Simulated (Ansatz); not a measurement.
Relaxed candidate structures of LaWN$_{3}$:

A. Pm (No. 6), mP5; a = 3.147 Å, b = 6.243 Å, c = 3.694 Å, α = γ = 90.00°, β = 103.97°; La 1a (0.217, 0.000, 0.443); N 2c (0.270, 0.391, 0.430); N 1a (0.630, 0.000, 0.004); W 1b (0.621, 0.500, 0.047)

B. Amm2 (No. 38), oS20; a = 3.969 Å, b = 7.820 Å, c = 8.187 Å, α = β = γ = 90.00°; La 2b (0.500, 0.500, 0.111); La 2b (0.500, 0.500, 0.595); W 4d (0.000, 0.244, 0.346); N 2a (0.000, 0.000, 0.275); N 2a (0.000, 0.000, 0.849); N 4d (0.000, 0.287, 0.068); N 4e (0.500, 0.246, 0.313)

C. Pmmn, origin choice 1 (No. 59), oP10; a = 5.391 Å, b = 5.853 Å, c = 4.812 Å, α = β = γ = 90.00°; La 2b (0.000, 0.500, 0.353); N 4c (0.250, 0.250, 0.000); N 2b (0.500, 0.000, 0.138); W 2a (0.000, 0.000, 0.049)

Order them by energy per atom (lowest first) at the level PBEsol (plane waves to 420 eV, PAW, scalar-relativistic; Ansatz, an electronic-structure program).

B (reference), A (+1.39 eV/atom), C (+1.42 eV/atom)

The lowest structure calculated, R3c, hR10, is not among these; it lies 0.02 eV/atom below the lowest of them. Each run could gain symmetry but not lose that of its start, so entries can be saddle points. From databases, or of a type measured for this composition: Amm2, oS20; the others are generated cells (placed on structure types, drawn at random, substituted or restacked) that were not matched to a known phase here. Energies are at zero temperature and pressure, without zero-point motion. Each cell has its own k-point mesh; energy differences are given only to the digits this allows. No spin polarisation in the result.
